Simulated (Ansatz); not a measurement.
**Calculated ⁴⁷Ti NMR of the central transition for TiO2**

Cell: a Materials Project structure (computed, not necessarily an observed phase), whose atoms a relaxation with PBE at fixed cell left in place.

```cif
data_TiO2
_symmetry_space_group_name_H-M 'P4_2/mnm'
_symmetry_Int_Tables_number 136
_cell_length_a 4.5998
_cell_length_b 4.5998
_cell_length_c 2.9592
_cell_angle_alpha 90.000
_cell_angle_beta 90.000
_cell_angle_gamma 90.000
loop_
_atom_site_label
_atom_site_type_symbol
_atom_site_symmetry_multiplicity
_atom_site_Wyckoff_symbol
_atom_site_fract_x
_atom_site_fract_y
_atom_site_fract_z
Ti Ti 2 b 0.5000 0.5000 0.0000
O O 4 g 0.6957 0.6957 0.5000
```

One atom of each set is listed.

Method: Kohn–Sham DFT in Ansatz, PBE, plane waves and PAW, scalar-relativistic, 420 eV cutoff, Γ-centred 7×7×11 k-points, Fermi–Dirac smearing 0.01 eV.

⁴⁷Ti has I = 5/2 and Q = 302.0 mb (Pyykkö 2018); at 9.4 T its Larmor frequency is ν₀ = 22.6 MHz. Only the quadrupole interaction is simulated: positions count from each site's isotropic chemical shift, and shift anisotropy, dipolar and J coupling are left out.

(1) What does the ⁴⁷Ti spectrum (static powder) show for each site?

Answers

(1) 

```
site         first shell  C_Q (MHz)     η  P_Q (MHz)  δ_QIS (ppm)  breadth (kHz)
  Ti  6 O at 1.95–1.98 Å      -14.9  0.18       14.9        -2624            354
```

δ_QIS = −(ν_Q²/30ν₀²)[I(I+1) − 3/4](1 + η²/3) × 10⁶ ppm with ν_Q = 3|C_Q|/[2I(2I−1)]; it falls as 1/B₀² in ppm, and the breadth as 1/B₀ in kHz.

At this cell the principal stresses reach 5 GPa in size with PBE, which can matter for small gradients.
